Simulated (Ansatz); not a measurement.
## Ba$_{2}$SrIrO$_{6}$ in Ansatz, relaxation

The input file (Ansatz 0.2.0, plane waves):

```yaml
crystal:
  lattice:
    - [6.0474752, 0.0, 0.0]
    - [2.97975414, 5.26241756, 0.0]
    - [2.97975414, 1.73704566, 4.96746137]
  atoms:
    - { symbol: Ir, position: [0.5, 0.5, 0.5] }
    - { symbol: O, position: [0.7222, 0.7222, 0.2747] }
    - { symbol: O, position: [0.2747, 0.7222, 0.7222] }
    - { symbol: O, position: [0.7222, 0.2747, 0.7222] }
    - { symbol: O, position: [0.2778, 0.2778, 0.7253] }
    - { symbol: O, position: [0.2778, 0.7253, 0.2778] }
    - { symbol: O, position: [0.7253, 0.2778, 0.2778] }
    - { symbol: Ba, position: [0.2505, 0.2505, 0.2505] }
    - { symbol: Ba, position: [0.7495, 0.7495, 0.7495] }
    - { symbol: Sr, position: [0.0, 0.0, 0.0] }
  symmetry: { tolerance: 0.0003 }
kpoints:
  mp_grid: { grid: [5, 5, 5], shift: [0, 0, 0] }
magnetization:
  spin_polarized: false
scf:
  occupations: { method: fermi_dirac }
  lower_state_search: "off"
hamiltonian:
  pseudopotentials: { kind: paw }
  xc: r2scan
basis:
  ecutwfc: 500
  fft_grid_basis: typed
relax:
  max_steps: 40
  f_tol: 0.03
output:
  forces: true
  stress: true
  eigenvalues: true
  bader: true
  populations: true
  elf: true
  write_potential: true
  volumetric_format: npy
  dos:
    e_range: [-12, 8]
    de: 0.05
    projected: { site_lists: { Ba: [Ba], Ir: [Ir], O: [O], Sr: [Sr] } }
  write_density: true
checkpoint:
  read: saved_state
```

Run with:

```bash
ansatz run input.yaml --threads 2 --pin off --max-ram 3584MiB --backend cpu --events-out ev --progress --plain --runs-dir out
```

Origin of the cell: a database entry, scaled a little.

The smearing width isn't typed, so it takes its default of 0.1 eV.

The saved state is a converged single point of the same cell.

Steps:

```csv
step,ΔF (meV/atom),max force component (eV/Å),SCF iterations,step was
1,0.0,0.505,6,accepted
2,-1.0,0.259,7,accepted
3,-4.4,0.015,7,accepted
4,-4.4,0.014,3,accepted
```

Step 1, with forces in eV/Å:

```xyz
10
Lattice="6.047 0.000 0.000 2.980 5.262 0.000 2.980 1.737 4.967" Properties=species:S:1:pos:R:3:forces:R:3 pbc="T T T" step=1
Ir    6.003    3.500    2.484    0.000    0.000    0.000
O     7.338    4.278    1.365    0.505    0.294   -0.176
O     5.965    5.055    3.588    0.188    0.473    0.336
O     7.338    2.700    3.588    0.505   -0.069    0.336
O     4.669    2.722    3.603   -0.505   -0.294    0.176
O     4.669    4.299    1.380   -0.505    0.069   -0.336
O     6.042    1.944    1.380   -0.188   -0.473   -0.336
Ba    3.008    1.753    1.244   -0.033   -0.019   -0.014
Ba    8.999    5.246    3.723    0.033    0.019    0.014
Sr    0.000    0.000    0.000    0.000    0.000    0.000
```

Step 2, with forces in eV/Å:

```xyz
10
Lattice="6.047 0.000 0.000 2.980 5.262 0.000 2.980 1.737 4.967" Properties=species:S:1:pos:R:3:forces:R:3 pbc="T T T" step=2
Ir    6.003    3.500    2.484    0.000    0.000    0.000
O     7.373    4.298    1.392   -0.118   -0.069   -0.138
O     6.011    5.069    3.598   -0.191   -0.028   -0.020
O     7.373    2.733    3.598   -0.118   -0.153   -0.020
O     4.634    2.702    3.576    0.118    0.069    0.138
O     4.634    4.267    1.370    0.118    0.153    0.020
O     5.996    1.930    1.370    0.191    0.028    0.020
Ba    2.957    1.723    1.223    0.259    0.151    0.107
Ba    9.050    5.276    3.744   -0.259   -0.151   -0.107
Sr    0.000    0.000    0.000    0.000    0.000    0.000
```

Step 3, with forces in eV/Å:

```xyz
10
Lattice="6.047 0.000 0.000 2.980 5.262 0.000 2.980 1.737 4.967" Properties=species:S:1:pos:R:3:forces:R:3 pbc="T T T" step=3
Ir    6.003    3.500    2.484    0.000    0.000    0.000
O     7.363    4.292    1.378    0.011    0.007   -0.004
O     5.992    5.068    3.597    0.004    0.011    0.008
O     7.363    2.717    3.597    0.011   -0.002    0.008
O     4.644    2.707    3.590   -0.011   -0.007    0.004
O     4.644    4.282    1.371   -0.011    0.002   -0.008
O     6.015    1.931    1.371   -0.004   -0.011   -0.008
Ba    3.012    1.756    1.246    0.015    0.009    0.006
Ba    8.995    5.244    3.721   -0.015   -0.009   -0.006
Sr    0.000    0.000    0.000    0.000    0.000    0.000
```

Step 4, with forces in eV/Å:

```xyz
10
Lattice="6.047 0.000 0.000 2.980 5.262 0.000 2.980 1.737 4.967" Properties=species:S:1:pos:R:3:forces:R:3 pbc="T T T" step=4
Ir    6.003    3.500    2.484    0.000    0.000    0.000
O     7.363    4.292    1.378    0.011    0.007   -0.004
O     5.992    5.068    3.597    0.004    0.011    0.008
O     7.363    2.717    3.597    0.011   -0.002    0.008
O     4.644    2.707    3.590   -0.011   -0.007    0.004
O     4.644    4.282    1.371   -0.011    0.002   -0.008
O     6.015    1.931    1.371   -0.004   -0.011   -0.008
Ba    3.012    1.756    1.246    0.014    0.008    0.006
Ba    8.995    5.244    3.721   -0.014   -0.008   -0.006
Sr    0.000    0.000    0.000    0.000    0.000    0.000
```

```yaml
Free_energy_lowered_by: 4.4 meV/atom
Final_pressure: -0.92 GPa
Relaxation_steps_listed: 4
```

Caveats: no moments, though an odd count or open d shells may carry them; no spin-orbit coupling, though heavy elements are present; the SCF threshold is looser than advised for a stress; the relaxation held the start's symmetry, so the end may be a saddle point.

Time: 110 s on 2 threads of Arm Neoverse V1, on a shared host, peak memory 1 GiB, from a saved density.
